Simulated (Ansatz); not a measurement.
## BAs with Sn replacing As: gradients before and after relaxing the atoms

Start: a supercell of BAs (zinc blende type, F-43m) built from a COD entry, with all atoms left at the host's positions.

Space group F-43m (No. 216); a = 14.3310 Å.

| site | Wyckoff | site symmetry | x | y | z |
| --- | --- | --- | --- | --- | --- |
| B1 | 16e | .3m | 0.4167 | 0.0833 | 0.4167 |
| B3 | 24g | 2.mm | 0.7500 | 0.0833 | 0.7500 |
| B5 | 48h | ..m | 0.7500 | 0.9167 | 0.5833 |
| B14 | 4d | -43m | 0.7500 | 0.7500 | 0.7500 |
| B18 | 16e | .3m | 0.0833 | 0.5833 | 0.9167 |
| Sn | 4a | -43m | 0.5000 | 0.0000 | 0.5000 |
| As29 | 48h | ..m | 0.6667 | 0.0000 | 0.6667 |
| As32 | 16e | .3m | 0.8333 | 0.8333 | 0.6667 |
| As36 | 16e | .3m | 0.1667 | 0.6667 | 0.8333 |
| As42 | 24f | 2.mm | 0.0000 | 0.6667 | 0.0000 |

One atom of each set is listed; the run and its k-mesh use a cell of 54 atoms with edges of 10.13, 10.13, 10.13 Å.

Computed with Ansatz: DFT, PBE, plane waves and PAW, scalar-relativistic, 420 eV cutoff, Γ-centred 2×2×2 k-points, Fermi–Dirac smearing 0.01 eV, cell charge -1.

The largest force at the start is 2.6 eV/Å. Relaxing the ions at fixed cell moves them by 0.119 Å at most (atom 10, B) and 0.034 Å rms.

```json
{"site": "B1", "moved (Å)": "0.119", "first shell before": "1 Sn at 2.07 Å, 3 As at 2.07 Å", "first shell after": "3 As at 2.03 Å, 1 Sn at 2.19 Å", "V_zz before (10²¹ V/m²)": "-1.29", "η before": "0.00"}
{"site": "B3", "moved (Å)": "0.012", "first shell before": "4 As at 2.07 Å", "first shell after": "4 As at 2.04–2.07 Å", "V_zz before (10²¹ V/m²)": "-0.14", "η before": "0.99"}
{"site": "B5", "moved (Å)": "0.007", "first shell before": "4 As at 2.07 Å", "first shell after": "4 As at 2.07–2.08 Å", "V_zz before (10²¹ V/m²)": "0.068", "η before": "0.75"}
{"site": "B18", "moved (Å)": "0.001", "first shell before": "4 As at 2.07 Å", "first shell after": "4 As at 2.07 Å", "V_zz before (10²¹ V/m²)": "-0.023", "η before": "0.00"}
{"site": "Sn", "moved (Å)": "0.000", "first shell before": "4 B at 2.07 Å", "first shell after": "4 B at 2.19 Å", "V_zz before (10²¹ V/m²)": "0.00", "η before": "–"}
{"site": "As29", "moved (Å)": "0.020", "first shell before": "4 B at 2.07 Å", "first shell after": "4 B at 2.03–2.08 Å", "V_zz before (10²¹ V/m²)": "-2.41", "η before": "0.36"}
{"site": "As32", "moved (Å)": "0.003", "first shell before": "4 B at 2.07 Å", "first shell after": "4 B at 2.07 Å", "V_zz before (10²¹ V/m²)": "0.52", "η before": "0.00"}
{"site": "As36", "moved (Å)": "0.003", "first shell before": "4 B at 2.07 Å", "first shell after": "4 B at 2.07 Å", "V_zz before (10²¹ V/m²)": "0.71", "η before": "0.00"}
{"site": "As42", "moved (Å)": "0.002", "first shell before": "4 B at 2.07 Å", "first shell after": "4 B at 2.07 Å", "V_zz before (10²¹ V/m²)": "0.30", "η before": "0.84"}
```

(1) What are V_zz and η after the relaxation?

Answers

(1) 

```
site  V_zz after  η after  change of V_zz
  B1       -1.04     0.00           +0.25
  B3       -0.26     0.86           -0.12
  B5       0.053     0.86           -0.01
 B18      -0.026     0.00            0.00
  Sn        0.00        –            0.00
As29       -3.28     0.62           -0.87
As32        0.30     0.00           -0.22
As36        0.44     0.00           -0.27
As42        0.34     0.96           +0.04
```

The largest change of V_zz is on As29, from -2.41 to -3.28. In per cent, |V_zz| changes by -19 on B, -43 to +36 on As (all sites that start above 0.5). Where |V_zz| stays above 0.1, η moves most on As29, from 0.36 to 0.62. Other sites without a gradient aren't listed.

The defect repeats with the cell of 54 atoms, so it feels its images: sites between two images don't show the values beside a lone defect, and zeros or small values of η there can come from the images' arrangement. A uniform background compensates the cell's charge. Without spin–orbit coupling (the program notes it for Sn) the gradients can shift somewhat, as the gap is small.
Before: The neighbours have not yet relaxed around the defect (largest force 2.6 eV/Å), so a real crystal will differ.
After: The relaxation keeps the site symmetry -43m of the start, so the impurity can't leave its site; a start off the site could end lower. With a gap of 1.0 eV on this mesh, small gradients can still move by 0.1 × 10²¹ V/m² or more as the k-mesh gets denser.
